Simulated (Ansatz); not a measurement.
**Barrier of one jump, Zn in ZnS**

Method: DFT LDA, scalar-relativistic, plane waves, PAW in Ansatz. Settings: 420 eV cutoff, 2×2×2 k-mesh, shifted by half a step, Gaussian smearing of 0.02 eV, no spin polarisation.

Host crystal, relaxed:

```
Zn S
1.0
     0.00000    2.64842    2.64842
     2.64842    0.00000    2.64842
     2.64842    2.64842    0.00000
Zn S
1 1
Cartesian
  0.0000 0.0000 0.0000
  3.9726 3.9726 3.9726
```

In a supercell of 32 host sites with charge -2, Zn trades places with a neighbouring Zn vacancy, moving 3.62 Å between the relaxed ends. Climbing-image nudged elastic band at fixed cell with images 0 (start) to 6 (end), the path measured over all atoms, converged to 0.05 eV/Å; the order of the saddle wasn't checked, and the small cell leaves errors of about a tenth of an eV.

Supercell rows in host cell vectors: 3 -1 -1; -1 3 -1; -1 -1 3. Zn was set at (0.000, 0.000, 0.000) of the host cell.

At the relaxed start Zn has 1 S at 2.25 Å, 3 S at 2.32 Å.

(1) How high is the barrier, and where does the atom pass?

Answers

(1) 1.32 eV at image 3, where Zn has 1 S at 2.19 Å, 4 S at 2.59 Å, 2 Zn at 2.91 Å.

Cost: 1 run of about 53 core-minutes, on Intel Xeon Processor @ 2.10GHz (Emerald Rapids) (shared hosts).